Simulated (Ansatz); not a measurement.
AlAs:
```xyz
2
Lattice="3.2879 0.0000 0.0000 0.0000 3.2879 0.0000 0.0000 0.0000 3.2879" Properties=species:S:1:pos:R:3 pbc="T T T"
Al     0.0000     0.0000     0.0000
As     1.6439     1.6439     1.6439
```

Relaxed with PBE. Special points in fractions of this cell's reciprocal vectors: Γ (0.000, 0.000, 0.000); X (0.000, 0.500, 0.000); M (0.500, 0.500, 0.000); R (0.500, 0.500, 0.500).

Q: List the band energies nearest the Fermi level at these points for DFT-PBE in the program Ansatz with PAW potentials.

A: In eV from the Fermi level; about four levels below and three above (degenerate sets whole), none deeper than 8.9 eV; … stands for higher levels left out; points with the same levels are listed once.

```tsv
k	below	above
Γ	-0.78 -0.78 -0.78 -0.60	3.33 3.33 …
X	-8.26	0.94 0.94 2.93
M	-5.68 -5.68 -3.76	2.37 7.35 7.35
R	-0.74 -0.74 -0.74 -0.13	…
```

Space group Pm-3m (CsCl type). A made-up cell: these elements were put on the sites of a structure type; neither database checked (COD, Materials Project) lists it. It is not the phase usual at ambient conditions (space group No. 216). Symmetry was held in the PBE relaxation; its stability against distortions is not shown here. Spin–orbit coupling is left out wherever it is not named.

Potentials: the later of the program's two PAW sets.
